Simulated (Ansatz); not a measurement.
The relaxed structure here is a generated cell of Rb2P3: the first start was made by a random draw of sites in a space group, and the end was not matched to a known phase here, so it may be hypothetical.

The end point of a relaxation of Rb2P3. Level of theory: r2SCAN (plane waves to 500 eV, PAW, scalar-relativistic; Ansatz, an electronic-structure program).

```xyz
10
Lattice="-5.9459 5.9459 5.9459 5.9459 -5.9459 5.9459 5.9459 5.9459 -5.9459" Properties=species:S:1:pos:R:3 pbc="T T T"
P      2.9729     0.0000     5.9459
P      2.9729     5.9459     0.0000
P      5.9459     2.9729     0.0000
P      0.0000     2.9729     5.9459
P      0.0000     5.9459     2.9729
P      5.9459     0.0000     2.9729
Rb     0.0000     0.0000     0.0000
Rb     5.9459     0.0000     0.0000
Rb     0.0000     5.9459     0.0000
Rb     0.0000     0.0000     5.9459
```

Problem. Find the space group and the Wyckoff positions (tolerance 0.01 Å).

Solution. Space group Im-3m (No. 229); a = 11.892 Å, b = 11.892 Å, c = 11.892 Å, α = 90.00°, β = 90.00°, γ = 90.00°

```csv
atom,site,symmetry,x,y,z
P,12d,-4m.2,0.0000,0.2500,0.5000
Rb,2a,m-3m,0.0000,0.0000,0.0000
Rb,6b,4/mm.m,0.0000,0.0000,0.5000
```

Problem. Give the shortest distances between elements (the closest pairs, up to four, under 3.6 Å).

Solution. P–Rb 2.97 Å.

```json
{
  "volume_per_atom": "84.08 Å³",
  "density": "1.04 g/cm³",
  "band_gap": "zero (metallic)"
}
```

No spin polarisation in the result.

The run could not lose the symmetry of its start, so the end can be a saddle point.
